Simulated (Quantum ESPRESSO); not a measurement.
# Where does C sit best among Ge sites?

These are calculations, not measurements. They come from pw.x of Quantum ESPRESSO 7.5, a plane-wave density functional program, with PseudoDojo standard norm-conserving files (v0.5 for PBE, v0.4.1 for LDA and PBEsol). The cells are made up: elements, strain and atom displacements were drawn at random, and nothing was relaxed. There is no spin polarisation, spin-orbit coupling or dispersion term.

The cell has 8 sites of a zincblende or diamond lattice. Sites 1 to 4 hold X X X X; sites 5 to 8 hold Ge Ge Si Si. Cell vectors in Å: (5.659, 0.022, -0.064); (0.022, 5.790, -0.004); (-0.064, -0.004, 5.732). Settings: PBE, cutoff 1116 eV, 6 x 6 x 6 k mesh shifted by half a step, Fermi-Dirac smearing of 0.1 eV.

In each run one of the sites marked X holds C and the others hold Ge; cell and positions stay the same. E is the free energy of the cell.

| site of the guest | first shell | mean distance (Å) | E above the lowest (eV) | P (GPa) | force on the guest (eV/Å) |
| --- | --- | --- | --- | --- | --- |
| 1 | Ge2Si2 | 2.490 | 0.198 | -6.85 | 0.648 |
| 2 | Ge2Si2 | 2.485 | 0.093 | -7.04 | 0.436 |
| 3 | Ge2Si2 | 2.461 | 0.000 | -7.29 | 0.347 |
| 4 | Ge2Si2 | 2.492 | 0.286 | -6.74 | 0.462 |

A rerun of one of these cells at 1347 eV and k mesh 8 x 8 x 8 moved values by no more than 0.002 eV in the cell's energy, 0.02 GPa in stress and 0.007 eV/Å in force.

## Reading the table

Site 3 is lowest, by 0.093 eV, over three times the rerun's bound. A straight line of energy against the mean distance has a slope of 7.7 ± 2.9 eV/Å, so these few sites cannot settle whether the distance sets the order. The positions are random and not relaxed, so the differences hold for this frozen cell and are not site preferences of a real crystal.